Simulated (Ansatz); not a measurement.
## Structure optimisation: thallium, diamond

Level of theory: DFT, PBEsol, plane waves (420 eV) with PAW, scalar-relativistic (Ansatz). The PAW files were generated under PBE, with cores re-solved for the functional.

k-point mesh 8×8×8, Fermi-Dirac smearing 0.1 eV, no spin polarisation. Cell and atoms relax.

Starting structure:

```yaml
crystal:
  lattice:
    - [0.00000, 3.35755, 3.35755]
    - [3.35755, 0.00000, 3.35755]
    - [3.35755, 3.35755, 0.00000]
  atoms:
    - { symbol: Tl, position: [0.12500, 0.12500, 0.12500] }
    - { symbol: Tl, position: [0.87500, 0.87500, 0.87500] }
```

Task: What cell does the relaxation end in?

Result: Fd-3m with a = 6.882 Å; 40.73 Å³ per atom against 37.85 at the start (7.6 %).

Task: How much energy does the relaxation gain?

Result: 14.9 meV per atom.

Path of the relaxation (the plane waves are chosen anew near the end, which can shift the energy a little):

| step | E − E(final) (meV/atom) | V (Å³/atom) | P (GPa) | max force (eV/Å) |
| --- | --- | --- | --- | --- |
| 0 | 14.91 | 37.850 | 1.75 | 0.000 |
| 1 | 0.74 | 40.347 | 0.22 | 0.000 |
| 2 | 0.50 | 40.735 | 0.03 | 0.000 |
| 3 | 0.00 | 40.735 | 0.02 | 0.000 |
